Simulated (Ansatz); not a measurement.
Input:

NaF:
```yaml
crystal:
  lattice:
    - [0.00000, 2.25159, 2.25159]
    - [2.25159, 0.00000, 2.25159]
    - [2.25159, 2.25159, 0.00000]
  atoms:
    - { symbol: Na, position: [0.00000, 0.00000, 0.00000] }
    - { symbol: F, position: [0.50000, 0.50000, 0.50000] }
```

This is the LDA-relaxed structure.

Q: All from LDA (plane waves, PAW; program Ansatz), unless another level is named. Estimate the bulk modulus (Birch–Murnaghan fit).

A: 61.2 GPa.

Q: Next, the vibrational entropy at 300 K?

A: 24.1 J/(K·mol of atoms).

Q: Predict the highest zone-centre frequency (without LO–TO term).

A: 275 cm^-1.

Space group Fm-3m (rock salt). The LDA relaxation kept the symmetry of its start; phonons on a q-mesh show no instability.

Potentials: the later of the program's two PAW sets.
